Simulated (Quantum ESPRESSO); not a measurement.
# Moving one atom in Mo3WS3Se5

Calculated results; nothing here was measured. They come from pw.x of Quantum ESPRESSO 7.5, a plane-wave density functional program, with PseudoDojo standard norm-conserving files (v0.5 for PBE, v0.4.1 for LDA and PBEsol). The cells are made up: elements, strain and atom displacements were drawn at random, and nothing was relaxed. There is no spin polarisation, spin-orbit coupling or dispersion term.

The cell has 12 sites of a 2H layered lattice (rectangular cell). Sites 1 to 4 hold Mo W Mo Mo; sites 5 to 12 hold S Se Se Se S Se Se S. Cell vectors in Å: (3.281, -0.037, -0.009); (-0.064, 5.678, -0.005); (-0.036, -0.011, 12.937). Settings: PBE, cutoff 1170 eV, 7 x 4 x 2 k mesh shifted by half a step, Fermi-Dirac smearing of 0.025 eV.

Each run shifts the S atom on site 12 along z and leaves all else fixed. Site 3 is one of its nearest neighbours. E is the free energy of the cell above the lowest run shown. The last column is band 78 less band 77 at Gamma, from a band step after each run.

```
run,shift (Å),Fz on site 12 (eV/Å),Fz on site 3 (eV/Å),P (GPa),E (meV),level step at Gamma (eV)
1,-0.1756,4.590,-0.925,8.26,535.9,1.144
2,-0.1430,3.910,-0.447,7.77,397.4,1.193
3,-0.0340,1.831,1.034,6.32,87.5,1.296
4,0.0011,1.232,1.463,5.90,33.9,1.314
5,0.0371,0.656,1.876,5.51,0.0,1.327
7,0.1314,-0.667,2.823,4.59,2.6,1.340
6,0.0910,?,?,?,?,?
```

A rerun of one of these cells at 1467 eV and k mesh 9 x 6 x 4 moved values by no more than 0.002 eV in the cell's energy, 0.03 GPa in stress and 0.017 eV/Å in force.

## Worked fit

A parabola through the six runs shown gives Fz on site 12 = 1.251 - 16.50 u + 14.4 u² eV/Å, with u in Å and a scatter of 0.004 eV/Å. Minus the slope, 16.50 ± 0.10 eV/Å², is this atom's force constant along z at u = 0, with its periodic images moving too. The fitted force vanishes at u = 0.082 Å, where the energy should be lowest along this line. The error is the larger of the fit's own and the change that a cubic makes, rounded up.

## Withheld run

Question: what Fz on site 12 should run 6 give?

The fit gives -0.131 eV/Å. The calculation gave -0.133 eV/Å.

```
run  shift (Å)  Fz on site 12 (eV/Å)  Fz on site 3 (eV/Å)  P (GPa)  E (meV)  level step at Gamma (eV)
  6     0.0910                -0.133                2.442     4.96    -13.7                     1.338
```